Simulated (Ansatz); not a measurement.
Below is a relaxed structure of Cd4Te3O. The cell was found from a structure generator's guess, not taken from experiment.

Level of theory: DFT PBE, scalar-relativistic, plane waves, PAW (Ansatz). Cutoff 420 eV, Γ-centred mesh, Gaussian smearing, no spin polarisation.

```cif
data_structure
_symmetry_space_group_name_H-M 'P 1'
_symmetry_Int_Tables_number 1
_cell_length_a 4.0762
_cell_length_b 4.0762
_cell_length_c 14.0021
_cell_angle_alpha 90.000
_cell_angle_beta 90.000
_cell_angle_gamma 120.000
_cell_volume 201.48
loop_
_atom_site_label
_atom_site_type_symbol
_atom_site_fract_x
_atom_site_fract_y
_atom_site_fract_z
_atom_site_occupancy
Cd1 Cd 0.00000 0.00000 0.59808 1
Cd2 Cd 0.00000 0.00000 0.13538 1
Cd3 Cd 0.00000 0.00000 0.86462 1
Cd4 Cd 0.00000 0.00000 0.40192 1
Te1 Te 0.33333 0.66667 0.73083 1
Te2 Te 0.33333 0.66667 0.26917 1
Te3 Te 0.66667 0.33333 0.00000 1
O1 O 0.66667 0.33333 0.50000 1
```

Energies over the elements count from the elements' standard structures at the same level (O₂ as a molecule), with no fitted energy shifts.

Q: Find its symmetry and describe it.

A: P-6m2 (No. 187). Conventional cell: a = 4.076 Å, c = 14.002 Å. Cd on its first site is surrounded by 3 O at 2.72 Å, 1 Cd at 2.75 Å and 3 Te at 3.00 Å; around Cd on its second site lie 6 Te at 3.01–3.02 Å; Te on a site of symmetry 3m has 6 Cd at 3.00–3.01 Å; around O lie 6 Cd at 2.72 Å; 1 more site not described.

Q: What is its formation energy per atom?

A: −0.21 eV/atom. Whether it is stable depends on the other phases of the system, which aren't compared here.

Q: Is it a metal?

A: Yes, bands cross the Fermi level on the 12×12×4 mesh.

Q: From what recipe could a structure generator have reached it?

A: One such recipe: ordered mixture on the anion sites of nickel arsenide (P-6m2, No. 187). Other recipes can lead to the same cell.

The last run used a 12×12×4 mesh (in the run's order of axes) for its 8-atom cell and Gaussian smearing of 0.10 eV. These runs have no spin–orbit coupling, which can matter for Te. The reference form of Te is held partly by dispersion forces, which this level lacks. A structure relaxed within its symmetry needn't be a true minimum.
